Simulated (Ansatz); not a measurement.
This run works on a generated trial structure, not on a known crystal.

Input and command of a plane-wave DFT calculation in Ansatz:

```yaml
crystal:
  lattice:
    - [4.90908641, 0.0, 0.0]
    - [0.0, 4.90908641, 0.0]
    - [0.0, 0.0, 8.92004449]
  atoms:
    - { symbol: Zn, position: [0.0, 0.5, 0.5] }
    - { symbol: Zn, position: [0.5, 0.0, 0.0] }
    - { symbol: Sn, position: [0.0, 0.0, 0.37334411] }
    - { symbol: Sn, position: [0.0, 0.0, 0.87334411] }
    - { symbol: Sn, position: [0.0, 0.0, 0.62665589] }
    - { symbol: Sn, position: [0.0, 0.0, 0.12665589] }
    - { symbol: "N", position: [0.17717684, 0.17717684, 0.75] }
    - { symbol: "N", position: [0.82282316, 0.82282316, 0.75] }
    - { symbol: "N", position: [0.82282316, 0.17717684, 0.25] }
    - { symbol: "N", position: [0.17717684, 0.82282316, 0.25] }
basis:
  ecutwfc: 420
kpoints:
  mp_grid: { grid: [3, 3, 2] }
hamiltonian:
  xc: pbe
scf:
  occupations: { method: gaussian, width: 0.15 }
  lower_state_search: "off"
output:
  forces: true
  stress: true
  eigenvalues: true
relax:
  adjacent_minimum: "off"
  f_tol: 0.08
  max_steps: 16
  cell: { stress_tol: 0.8 }
```

```bash
ansatz run input.yaml --threads 1 --pin off --max-ram 2560MiB --backend cpu --events-out ev --progress --plain --runs-dir out
```

Processor: Intel(R) Xeon(R) 6975P-C (Granite Rapids), 1 thread, on a host shared with other jobs.

Estimate time, memory and problem size.

About 67 s, peak memory 0.62 GiB. It solves 60 bands at 6 k points (after reduction by symmetry) with about 7393 plane waves (on the last cell), in 105 SCF iterations over 13 ionic steps.
